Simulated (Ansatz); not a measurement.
TiSi2 (C49 type, space group Cmcm)

```
TiSi2
1.0
    1.77297    -6.78252     0.00000
    1.77297     6.78252     0.00000
    0.00000     0.00000     3.57969
Si Ti
4 2
Direct
  0.94084   0.05916   0.75000
  0.05916   0.94084   0.25000
  0.25028   0.74972   0.75000
  0.74972   0.25028   0.25000
  0.60320   0.39680   0.75000
  0.39680   0.60320   0.25000
```

In this cell atom 1 (Si, nearest neighbour Si at 2.404 Å; its periodic images, 3.5 Å or more away, move with it) is moved by s along Cartesian [111], unit vector (0.577, 0.577, 0.577); all other atoms and the cell stay fixed.

Method: PBE (plane waves to 420 eV, PAW, scalar-relativistic; Ansatz, a first-principles code). k mesh 11×11×11 (Γ-centred), Fermi-Dirac smearing 0.05 eV. Energies are smeared free energies. Left out: 1 of 11 points, with atoms too close for the PAW data. With partly filled bands, energies and forces of such displacements shift with the k mesh and the smearing. The PAW data are Ansatz's earlier set. This is one of several known forms of TiSi2; the measured ambient cells at hand have space group No. 70. TiSi2 is run without spin polarisation. TiSi2 was relaxed with its symmetry unable to fall. The zero of ΔE is the undisplaced structure.

Successive frames, forces in eV/Å:

```json
[
 {"frame": "s = -0.576 Å", "ΔE (meV/cell)": "2169", "F on Si1": "(2.429, 5.156, 7.488)", "F on Si2": "(0.930, -3.800, -5.163)", "F on Si3": "(0.050, -0.264, -0.104)", "F on Si4": "(-0.060, -0.187, 0.084)", "F on Ti5": "(-1.249, -1.355, -0.066)", "F on Ti6": "(-2.101, 0.450, -2.238)"},
 {"frame": "s = -0.432 Å", "ΔE (meV/cell)": "1129", "F on Si1": "(1.999, 3.202, 4.879)", "F on Si2": "(0.364, -2.221, -3.081)", "F on Si3": "(0.042, -0.212, -0.077)", "F on Si4": "(-0.048, -0.155, 0.054)", "F on Ti5": "(-0.779, -0.778, -0.099)", "F on Ti6": "(-1.578, 0.164, -1.678)"},
 {"frame": "s = -0.288 Å", "ΔE (meV/cell)": "467", "F on Si1": "(1.391, 1.775, 2.831)", "F on Si2": "(0.108, -1.139, -1.602)", "F on Si3": "(0.029, -0.150, -0.048)", "F on Si4": "(-0.032, -0.113, 0.030)", "F on Ti5": "(-0.429, -0.380, -0.081)", "F on Ti6": "(-1.066, 0.007, -1.131)"}
]
```

Q: What are the energy and the forces in the next frame, s = -0.144 Å?

A: ΔE (meV/cell) = 110.

| atom | Fx | Fy | Fz |
|---|---|---|---|
| Si1 | 0.714 | 0.749 | 1.250 |
| Si2 | 0.016 | -0.437 | -0.613 |
| Si3 | 0.013 | -0.078 | -0.021 |
| Si4 | -0.015 | -0.063 | 0.012 |
| Ti5 | -0.174 | -0.129 | -0.043 |
| Ti6 | -0.554 | -0.043 | -0.586 |

(For displaced atoms, the force is minus the slope of the energy, and its curvature is a force constant, which sets phonon frequencies.)
